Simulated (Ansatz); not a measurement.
BaTiB2O6 in space group R-3 (No. 148; Ba on 3a, Ti on 3b, B on 6c, O on 18f), r²SCAN in the plane-wave PAW code Ansatz, all energies at zero smearing, with the estimated change up to a 700 eV cutoff added, with one set of potentials and settings (totals compare only within such a set). Cell of 10 atoms (1 Ba, 1 Ti, 2 B, 6 O): -12208.390 eV.

| element | reference phase | E (eV/atom) |
|---|---|---|
| Ba | Im-3m, 1 atoms in the cell | -5964.4614 |
| Ti | P6/mmm, 3 atoms in the cell | -2504.3896 |
| B | R-3m, 12 atoms in the cell | -156.5544 |
| O | C2/m, 4 atoms in the cell, spin-polarised | -566.0281 |

Formation energy per atom, worked out: (-12208.390 − 1×(-5964.4614) − 1×(-2504.3896) − 2×(-156.5544) − 6×(-566.0281))/10 = -3.026 eV/atom (-292 kJ per mol of atoms), at 0 K, without zero-point energy or fitted corrections.

The workflow started from a Materials Project entry (that database holds measured and hypothetical structures alike); the Crystallography Open Database files this formula in space group No. 148, but the cells were not matched. Whether it is the stable phase at ambient conditions was not checked. Symmetry was held in the r²SCAN relaxation; whether a distortion lowers the energy is not shown. No spin polarisation was allowed. The references are the lowest solids computed at this level, not always the standard phases (solids in place of the gases). Scalar-relativistic: spin–orbit coupling is off unless named, which matters more the heavier the elements.

Potentials: the later of the program's two PAW sets.
